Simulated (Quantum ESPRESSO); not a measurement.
# Computed records: SiP2C2N2 (made-up cell, one site empty)

All values are calculated (Quantum ESPRESSO 7.5). Calculation on a made-up crystal cell, not a measurement: periodic Kohn-Sham density functional theory in plane waves with PseudoDojo standard norm-conserving scalar-relativistic pseudopotentials, each functional with its own files (v0.5 for PBE, v0.4.1 for LDA and PBEsol), no spin polarisation, no spin-orbit coupling, atoms not relaxed, stress positive in tension, energies less a fixed whole-eV offset for each atom's element; levels are Kohn-Sham levels at fractions of this cell's reciprocal vectors, counted from the reference band (half the neutral cell's valence electrons, rounded up) at Gamma; error bars cover cutoff and k-mesh only, not smearing or the files; each bar is the largest change over components, and at least 0.002 eV, 0.002 eV per angstrom or 0.02 GPa; added strain carries the atoms with the cell, and shear is the tensor component; energies are for the whole cell, and the offsets were chosen from early runs and are not element reference energies.

```xyz
7
Lattice="3.0753 -0.0317 -0.0072 -0.0549 5.2244 0.0458 -0.0118 0.0432 4.8967" Properties=species:S:1:pos:R:3 formula=SiP2C2N2 lattice_type=wurtzite empty_site=2 functional=pbe cutoff=1143 fermi_dirac_smearing=0.1 scf_tolerance=1e-07 electrons_removed=0 k_mesh=8_x_6_x_6,shifted_by_half_a_step free_energy_less_offsets=7.665 scf_iterations=15 smearing_term_minus_ts=-0.08982 pressure=-4.347 stress_xx=-3.788 stress_yy=14.99 stress_zz=1.84 stress_yz=2.394 stress_xz=0.5382 stress_xy=4.431 fermi_level=0.932 reference_band=16 error_bar_energy=0.002 error_bar_stress=0.1383 error_bar_force=0.01932 error_bar_next_band_up=0.002354 error_bar_fermi_level=0.002411 error_bars_from=tighter_rerun_of_a_related_cell
P      0.0162     0.0654     0.0429
P      1.3447     0.9154     2.4647
Si     0.0303     3.4310     2.5160
N      0.0120    -0.0151     1.8154
C      1.5203     2.6339     1.8620
N      1.5114     0.8594     4.3196
C     -0.0693     3.5217     4.3420
```

Units: cutoff, fermi_dirac_smearing, scf_tolerance, free_energy_less_offsets, smearing_term_minus_ts, fermi_level, error_bar_energy, error_bar_next_band_up, error_bar_fermi_level in eV; pressure, stress_xx, stress_yy, stress_zz, stress_yz, stress_xz, stress_xy, error_bar_stress in GPa; error_bar_force in eV/Å.

Atoms:
```
atoms element  atom site  atom energy offset (eV)
            P          1                     -189
            P          3                     -189
           Si          4                     -115
            N          5                     -283
            C          6                     -163
            N          7                     -283
            C          8                     -163
```

Forces:
```
site  x (eV/Å)  y (eV/Å)  z (eV/Å)
   1   0.08982      -3.4    -3.043
   3    0.5736     3.203    0.4332
   4   -0.9592    -1.086    0.4709
   5     0.447    0.7316   -0.3932
   6    0.1638    -2.458    0.8916
   7   -0.4715   -0.5208    0.3194
   8    0.1564     3.531     1.321
```

Levels:
```
level k point  next band up (eV)
        Gamma              0.719
(1/2,1/2,1/2)              1.188
   (0.15,0,0)              1.206
   (0,0.15,0)             0.9117
   (0,0,0.15)              1.102
```
